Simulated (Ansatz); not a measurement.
An Ansatz input:

```yaml
crystal:
  lattice:
    - [4.4682581439, 0.0, 0.0]
    - [-2.234129072, 3.8696250633, 0.0]
    - [0.0, 0.0, 2.6486282994]
  atoms:
    - { symbol: Pd, position: [0.0, 0.0, 1.0], spin: 0.265 }
    - { symbol: Pd, position: [0.3333333333, 0.6666666667, 0.5], spin: 0.168 }
    - { symbol: Pd, position: [0.6666666667, 0.3333333333, 0.5], spin: 0.168 }
hamiltonian:
  xc: r2scan
  pseudopotentials:
    kind: paw
    azcp:
      Pd: "pseudopotentials/Pd.paw.azcp"
basis:
  ecutwfc: 500
  fft_grid_basis: typed
kpoints:
  mp_grid: { grid: [11, 11, 16], shift: [0, 0, 0] }
magnetization:
  spin_polarized: true
scf:
  occupations: { method: fermi_dirac, width: 0.05 }
```

Output

```
Engine: ansatz 0.2.0, x86_64-unknown-linux-gnu
Pseudopotentials: kind: paw
Pseudopotential: Pd, paw, valence charge 18, recommended cutoff 500 eV (meta_gga) 
Functional definition: r2SCAN
  parameter k0 = 0.174
  parameter k1 = 0.065
  parameter a1 = 4.9479
  exchange = r2scan_x(k0 = k0, k1 = k1, a1 = a1)
  correlation = r2scan_c
Crystal: 3 atoms, lattice volume = 45.796 Å³
Basis set: ecut = 500 eV, 1143 PW (Γ), exchange–correlation on 144×144×80 points (64 copies of the dense FFT grid, shifted against one another)
Bands: 33, of which v1, the nominal top of the filled ones, is band 27 counted from 1 (26 counted from 0)
Symmetry: 24 space group operations
Space group: P6/mmm (ITA 191), of the structure as read, at distance tolerance 3.6e-5 Å
Magnetic group: BNS 191.233 (UNI 1463), of the structure as read, at distance tolerance 3.6e-5 Å
k-points: 144 of 1936
Non-local potential: Pd, projectors of the file, l = 0: 2, l = 1: 2, l = 2: 2, l = 3: 1
PAW form: soft (Blöchl's): semilocal exchange-correlation on the pseudo side does not see the compensation charge
PAW frozen core: Pd, regenerated for the run's functional (the file was generated under x = pbe(κ = 0.804, μ = 0.2195149727645171), c = pbe(β = 0.06672455060314922))
PAW one-centre angular grid: Pd, 590 points (default); XC on 160 Gauss nodes
Initial density: superposition of atomic densities (chi_scale 0.1, normalization cell)
Starting moments: Σ|m| = 0.601 μB on 3 of 3 sites
Initial wavefunctions: pseudopotential atomic-orbital guess
Functional: x = r2scan, c = r2scan; τ floored in thin density (d = 2e-4 eV/Å³)
SCF iter   1: F=—  HF=-20958.671297 eV  |F-HF|=—  |Δ(HF+E_count)|=         —  Δρ=6.41e-2 (↑6.34e-2 ↓6.41e-2)  dr2=7.53e0  dr2_τ=3.54e-2  dr2_m=4.74e-3  M=0.581 μB ∫|m|=0.592 μB  β_m=0.30  ethr=3.10e-3  ⟨swp⟩=5.8  Hψ=34696  notcnv=0
SCF iter   2: F=—  HF=-20957.300199 eV  |F-HF|=—  |Δ(HF+E_count)|=    1.37e0  Δρ=3.78e-2 (↑3.58e-2 ↓3.78e-2)  dr2=2.52e0  dr2_τ=2.91e-2  dr2_m=2.54e-3  M=0.594 μB ∫|m|=0.614 μB  β_m=0.30  ethr=3.10e-3  ⟨swp⟩=2.2  Hψ=17212  notcnv=0  defer=249  κ⁻¹=1.0e0(r=1)
spin-set hold released at iteration 2 (site moments show no strong build): the magnetisation degrees of freedom join the quasi-Newton model from the next iteration; the mixer history was kept
SCF iter   3: F=—  HF=-20956.843058 eV  |F-HF|=—  |Δ(HF+E_count)|=   4.57e-1  Δρ=1.78e-2 (↑1.20e-2 ↓1.78e-2)  dr2=4.44e-1  dr2_τ=1.55e-2  dr2_m=5.89e-3  M=0.550 μB ∫|m|=0.579 μB  β_m=1.20  ethr=3.10e-3  ⟨swp⟩=2.1  Hψ=14980  notcnv=0  defer=249  κ⁻¹=9.3e-2(r=2)
SCF iter   4: F=—  HF=-20956.883438 eV  |F-HF|=—  |Δ(HF+E_count)|=   4.04e-2  Δρ=1.34e-2 (↑1.02e-2 ↓1.34e-2)  dr2=2.33e-1  dr2_τ=4.52e-3  dr2_m=2.84e-3  M=0.599 μB ∫|m|=0.651 μB  β_m=1.20  ethr=8.22e-4  ⟨swp⟩=2.0  Hψ=13090  notcnv=0  defer=279  κ⁻¹=1.7e-2(r=3)
SCF iter   5: F=—  HF=-20956.895980 eV  |F-HF|=—  |Δ(HF+E_count)|=   1.25e-2  Δρ=5.41e-3 (↑5.41e-3 ↓5.13e-3)  dr2=1.83e-2  dr2_τ=7.24e-4  dr2_m=1.06e-3  M=0.628 μB ∫|m|=0.680 μB  β_m=1.20  ethr=4.32e-4  ⟨swp⟩=2.0  Hψ=10472  notcnv=0  defer=279  κ⁻¹=2.5e-3(r=4)
SCF iter   6: F=—  HF=-20956.915596 eV  |F-HF|=—  |Δ(HF+E_count)|=   1.96e-2  Δρ=9.89e-4 (↑8.34e-4 ↓9.89e-4)  dr2=4.79e-4  dr2_τ=3.69e-5  dr2_m=3.44e-5  M=0.697 μB ∫|m|=0.754 μB  β_m=1.20  ethr=3.39e-5  ⟨swp⟩=2.5  Hψ=18020  notcnv=0  defer=279  κ⁻¹=6.5e-4(r=5)
SCF iter   7: F=—  HF=-20956.918284 eV  |F-HF|=—  |Δ(HF+E_count)|=   2.69e-3  Δρ=5.45e-4 (↑5.45e-4 ↓5.33e-4)  dr2=1.19e-4  dr2_τ=1.02e-5  dr2_m=5.03e-6  M=0.707 μB ∫|m|=0.767 μB  β_m=1.20  ethr=8.86e-7  ⟨swp⟩=2.1  Hψ=16230  notcnv=0  defer=279  κ⁻¹=1.4e-5(r=6)
SCF iter   8: F=—  HF=-20956.919567 eV  |F-HF|=—  |Δ(HF+E_count)|=   1.28e-3  Δρ=3.26e-4 (↑3.26e-4 ↓3.25e-4)  dr2=1.99e-5  dr2_τ=3.62e-6  dr2_m=2.31e-5  M=0.718 μB ∫|m|=0.781 μB  β_m=1.20  ethr=2.21e-7  ⟨swp⟩=2.0  Hψ=16667  notcnv=0  defer=279  κ⁻¹=4.5e-6(r=7)
SCF iter   9: F=—  HF=-20956.919879 eV  |F-HF|=—  |Δ(HF+E_count)|=   3.12e-4  Δρ=1.66e-4 (↑1.56e-4 ↓1.66e-4)  dr2=3.17e-6  dr2_τ=8.03e-7  dr2_m=7.85e-6  M=0.730 μB ∫|m|=0.796 μB  β_m=1.20  ethr=3.69e-8  ⟨swp⟩=2.0  Hψ=16873  notcnv=0  defer=278  κ⁻¹=1.0e-6(r=8)
SCF iter  10: F=—  HF=-20956.919950 eV  |F-HF|=—  |Δ(HF+E_count)|=   7.09e-5  Δρ=7.34e-5 (↑6.72e-5 ↓7.34e-5)  dr2=7.71e-7  dr2_τ=8.32e-8  dr2_m=1.16e-6  M=0.737 μB ∫|m|=0.804 μB  β_m=1.20  ethr=5.87e-9  ⟨swp⟩=2.0  Hψ=17057  notcnv=0  defer=278  κ⁻¹=2.1e-7(r=8)
SCF iter  11: F=—  HF=-20956.919985 eV  |F-HF|=—  |Δ(HF+E_count)|=   3.57e-5  Δρ=3.66e-5 (↑3.34e-5 ↓3.66e-5)  dr2=2.58e-7  dr2_τ=2.15e-8  dr2_m=2.24e-7  M=0.740 μB ∫|m|=0.809 μB  β_m=1.20  ethr=1.43e-9  ⟨swp⟩=2.0  Hψ=17119  notcnv=0  defer=278  κ⁻¹=1.2e-7(r=8)
SCF iter  12: F=—  HF=-20956.920000 eV  |F-HF|=—  |Δ(HF+E_count)|=   1.50e-5  Δρ=1.79e-5 (↑1.57e-5 ↓1.79e-5)  dr2=5.60e-8  dr2_τ=5.53e-9  dr2_m=6.08e-8  M=0.743 μB ∫|m|=0.813 μB  β_m=1.20  ethr=1.85e-10  ⟨swp⟩=3.0  Hψ=25969  notcnv=0  κ⁻¹=1.7e-7(r=8)
SCF iter  13: F=—  HF=-20956.920005 eV  |F-HF|=—  |Δ(HF+E_count)|=   4.20e-6  Δρ=6.46e-6 (↑5.59e-6 ↓6.46e-6)  dr2=7.58e-9  dr2_τ=9.29e-10  dr2_m=9.22e-9  M=0.744 μB ∫|m|=0.815 μB  β_m=1.20  ethr=1.04e-10  ⟨swp⟩=3.0  Hψ=24641  notcnv=0  κ⁻¹=1.7e-6(r=8)
SCF iter  14: F=—  HF=-20956.920005 eV  |F-HF|=—  |Δ(HF+E_count)|=   4.35e-7  Δρ=2.86e-6 (↑2.86e-6 ↓2.86e-6)  dr2=1.25e-9  dr2_τ=2.27e-10  dr2_m=2.50e-9  M=0.745 μB ∫|m|=0.815 μB  β_m=1.20  ethr=1.40e-11  ⟨swp⟩=3.0  Hψ=23940  notcnv=0  κ⁻¹=5.9e-6(r=8)
SCF iter  15: F=—  HF=-20956.920005 eV  |F-HF|=—  |Δ(HF+E_count)|=   1.07e-7  Δρ=1.22e-6 (↑1.21e-6 ↓1.22e-6)  dr2=2.33e-10  dr2_τ=3.50e-11  dr2_m=4.50e-10  M=0.745 μB ∫|m|=0.815 μB  β_m=1.20  ethr=2.32e-12  ⟨swp⟩=3.0  Hψ=24792  notcnv=0  κ⁻¹=2.3e-6(r=8)
SCF iter  16: F=-20956.920005 eV  HF=-20956.920005 eV  |F-HF|=4.38e-9  |Δ(HF+E_count)|=   3.67e-8  Δρ=5.02e-7 (↑5.02e-7 ↓3.97e-7)  dr2=7.20e-11  dr2_τ=5.60e-12  dr2_m=2.38e-11  M=0.745 μB ∫|m|=0.816 μB  ethr=1.00e-12  ⟨swp⟩=3.0  Hψ=24394  notcnv=0
SCF 1 converged in 16 iterations: F = -20956.920005 eV  dr2 = 7.20e-11
this state was not tested for a lower state beside it, because the mixer in use, unlike msr1, does not test its closes by its own steps (another_mixer; see scf.mixing.algorithm and scf.lower_state_search)
SCF converged after 16 iterations
Magnetization: 0.7451 μB (27.3726 up, 26.6274 down)
Absolute magnetization: 0.8155 μB (∫|ρ↑−ρ↓|, with the PAW one-centre terms)
Spin contamination: 0.0037 ħ² per cell (⟨S²⟩ above its minimum at these occupations)
Per-site moments (μB) at R_I (Å): [(0.2912183592485098, 1.0925591735025), (0.24081957401983706, 1.0641468924053143), (0.24081957401983745, 1.0641468924053143)]
Free energy (F): -20956.920005 eV
Harris-Foulkes:  -20956.920005 eV  (|F-HF|=4.38e-9)
Internal energy: -20956.879787 eV  (E = F + TS)
E sigma→0 (E₀):  -20956.899896 eV
Entropy (-TS):   -0.040218 eV (-13.406 meV/atom)
Fermi energy:    18.743454 eV
--- Per-component energies (eV) ---
  E_band       = -503.876439
  E_kinetic    = 1546.274015
  E_local      = -5430.925535  (includes V_loc(G=0)·N_el)
  E_nonlocal   = 653.877508
  E_hartree    = 2208.216104
  E_xc         = -480.349920
  E_vxc        = -696.498163  (∫ρ·V_xc dr)
  E_paw        = -11316.919290  (= ΣΔE_a)
  E_vpaw       = -1044.214666  (= ΣTr[D̂ρ^β])
  E_aug_tail   = 0.000318  (compensation charges beyond the density's cutoff)
  E_vtau       = 51.178390  (kinetic-family band-sum trace: ∫τ·v_τ [+ j·A + Jᵃ·Aᵃ] dr)
  E_ewald      = -8135.696728
  E_core_change = -1.356260  (= ΣΔE_core)
  E_smearing   = -0.040218  (= −TS)
  E_closure    = 0.000000  (closes the sum)
  Σ components = -20956.920005   (vs F -20956.920005, Δ=0.00e0)
```

Launched by

```sh
ansatz run input.yaml --threads 1 --pin off --max-ram 3584MiB --backend cpu --events-out ev --progress --plain --runs-dir out
```

On 1 thread of Intel(R) Xeon(R) Platinum 8259CL CPU @ 2.50GHz (Skylake/Cascade Lake) (shared host) this took about 92 s of wall time and 91 s of CPU time.
